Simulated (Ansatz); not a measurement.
W:
```yaml
crystal:
  lattice:
    - [-1.57727, 1.57727, 1.57727]
    - [1.57727, -1.57727, 1.57727]
    - [1.57727, 1.57727, -1.57727]
  atoms:
    - { symbol: W, position: [0.00000, 0.00000, 0.00000] }
```

Relaxed with PBEsol. Special points in fractions of this cell's reciprocal vectors: Γ (0.000, 0.000, 0.000); H (0.500, -0.500, 0.500); N (0.000, 0.000, 0.500); P (0.250, 0.250, 0.250).

List the band energies nearest the Fermi level at these points for the program Ansatz at the PBEsol level (PAW).

In eV from the Fermi level; about four levels below and three above (degenerate sets whole), none deeper than 8.9 eV; … stands for higher levels left out; points with the same levels are listed once.

| k | below | above |
|---|---|---|
| Γ | -1.25 -1.25 -1.25 | 2.26 2.26 … |
| H | -5.93 -5.93 | 5.26 5.26 5.26 |
| N | -6.35 -3.62 | 0.75 2.16 3.16 |
| P | -2.98 -2.98 -2.98 | 3.33 3.33 6.67 |

Space group Im-3m (bcc (W type)). The PBEsol relaxation kept the symmetry of its start. The run is not spin-polarised. Scalar-relativistic: spin–orbit coupling is off unless named, which matters more the heavier the elements.

Potentials: the earlier of the program's two PAW sets. The files were generated under PBE; for other functionals the program regenerates the frozen cores, and for LDA and PBEsol the local potential too.
